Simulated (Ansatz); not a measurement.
HfSiSe:
```xyz
6
Lattice="3.5529 0.0000 0.0000 0.0000 3.5529 0.0000 0.0000 0.0000 8.1637" Properties=species:S:1:pos:R:3 pbc="T T T"
Hf     0.0000     1.7764     6.0683
Hf     1.7764     0.0000     2.0954
Si     0.0000     0.0000     0.0000
Si     1.7764     1.7764     0.0000
Se     1.7764     0.0000     5.0626
Se     0.0000     1.7764     3.1011
```

Relaxed with LDA. Special points in fractions of this cell's reciprocal vectors: Γ (0.000, 0.000, 0.000); X (0.000, 0.500, 0.000); M (0.500, 0.500, 0.000); Z (0.000, 0.000, 0.500); R (0.000, 0.500, 0.500); A (0.500, 0.500, 0.500).

**Question.** List the band energies nearest the Fermi level at these points for the program Ansatz at the LDA level (PAW).

**Answer.** In eV from the Fermi level; about four levels below and three above (degenerate sets whole), none deeper than 8.9 eV; points with the same levels are listed once.

| k | below | above |
|---|---|---|
| Γ | -1.74 -1.74 -1.02 -0.25 | 0.97 1.56 1.56 |
| X | -2.22 -2.22 -0.76 -0.76 | 0.65 0.65 2.41 2.41 |
| M | -4.06 -4.06 -2.30 -2.30 | 3.16 3.16 3.38 3.38 |
| Z | -2.86 -2.86 -2.56 -1.62 -1.62 | 0.69 1.44 1.47 |
| R | -1.88 -1.88 -0.51 -0.51 | 0.72 0.72 1.97 1.97 |
| A | -3.71 -3.71 -2.29 -2.29 | 0.73 0.73 3.57 3.57 |

Space group P4/nmm. The workflow started from a Materials Project entry (that database holds measured and hypothetical structures alike); the Crystallography Open Database files this formula in space group No. 129, but the cells were not matched. Whether it is the stable phase at ambient conditions was not checked. Symmetry was held in the LDA relaxation; of distortions, only those at the zone centre were tested. No spin polarisation was allowed. Scalar-relativistic: spin–orbit coupling is off unless named, which matters more the heavier the elements.

Potentials: the later of the program's two PAW sets.
